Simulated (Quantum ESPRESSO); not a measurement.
**Kohn-Sham bands of RbHS (P2₁/m)**

```xyz
6
Lattice="4.5846 0.0000 0.0000 0.0000 5.1452 0.0000 -1.3861 0.0000 6.7592" Properties=species:S:1:pos:R:3 pbc="T T T"
Rb     1.3892     1.2863    -1.6115
Rb    -1.3892    -1.2863     1.6115
H     -2.7425     1.2863     2.6662
H      2.7425    -1.2863    -2.6662
S      0.8552     1.2863     1.7566
S     -0.8552    -1.2863    -1.7566
```

Materials Project entry mp-696804; symmetrised, unrelaxed at this level. Not found in the COD (Crystallography Open Database) copy used; not checked further. Computed values, not measurements, from PBEsol: Quantum ESPRESSO (norm-conserving PseudoDojo potentials, cutoff 58 Ry, no spin polarisation, no spin-orbit coupling) on a Γ-centred 8×6×6 mesh, then Wannier90. Density: 8×6×6 mesh, cold smearing 0.01 Ry.

Energies are relative to the valence-band maximum; weights are on the orthonormalised atomic waves of the pseudopotential files, averaged over the group. 32 electrons a cell are treated as valence.

```json
[
 {"bands": "1–2", "from (eV)": "-25.44", "to (eV)": "-25.42", "filling": "filled", "weight on atomic waves": "(withheld)"},
 {"bands": "3–4", "from (eV)": "-11.66", "to (eV)": "-11.33", "filling": "filled", "weight on atomic waves": "(withheld)"},
 {"bands": "5–10", "from (eV)": "-9.71", "to (eV)": "-9.34", "filling": "filled", "weight on atomic waves": "(withheld)"},
 {"bands": "11–12", "from (eV)": "-4.24", "to (eV)": "-3.53", "filling": "filled", "weight on atomic waves": "(withheld)"},
 {"bands": "13–16", "from (eV)": "-1.00", "to (eV)": "0.00", "filling": "filled", "weight on atomic waves": "(withheld)"}
]
```

Problem. Which atomic shells make up each group?

Solution. 
- 1–2, weight on atomic waves: Rb 4s 99 %
- 3–4, weight on atomic waves: S 3s 68 %, H 1s 20 %, Rb 4p 5 %
- 5–10, weight on atomic waves: Rb 4p 97 %
- 11–12, weight on atomic waves: S 3p 58 %, H 1s 24 %, S 3s 14 %
- 13–16, weight on atomic waves: S 3p 93 %

The Kohn-Sham gap over both meshes and the path is 3.00 eV.
